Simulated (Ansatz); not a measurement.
BaTiHO₂ in space group P4/mmm (No. 123; Ba on 1d, Ti on 1a, O on 2f, H on 1b), r²SCAN (plane waves, PAW; program Ansatz), all energies at zero smearing, with the estimated change up to a 700 eV cutoff added, with one set of potentials and settings (totals compare only within such a set). Cell of 10 atoms (2 Ba, 2 Ti, 4 O, 2 H): -19258.012 eV.

```tsv
element	reference phase	E (eV/atom)
Ba	Im-3m, 1 atoms in the cell	-5964.4614
Ti	P6/mmm, 3 atoms in the cell	-2504.3896
O	C2/m, 4 atoms in the cell, spin-polarised	-566.0281
H	P2_12_12_1, 8 atoms in the cell	-15.9458
```

Formation energy per atom, worked out: (-19258.012 − 2×(-5964.4614) − 2×(-2504.3896) − 4×(-566.0281) − 2×(-15.9458))/10 = -2.431 eV/atom (-235 kJ per mol of atoms), at 0 K, without zero-point energy or fitted corrections.

The start of the workflow was typed in or built on a structure type; neither database checked (COD, Materials Project) lists it. Its standing as an ambient phase is unchecked. The r²SCAN relaxation kept the symmetry of its start, as lowered by the spin order; whether a distortion lowers the energy is not shown. Magnetic state: antiferromagnetic, chosen from 4 collinear starts compared on coarse meshes (ties went to the first, and starts can fall back to one state), not a proven ground state. Other orbital occupations within this spin state were not tried. No Hubbard U is applied. The references are the lowest solids computed at this level, not always the standard phases (solids in place of the gases). Scalar-relativistic: spin–orbit coupling is off unless named, which matters more the heavier the elements.

Potentials: the later of the program's two PAW sets.
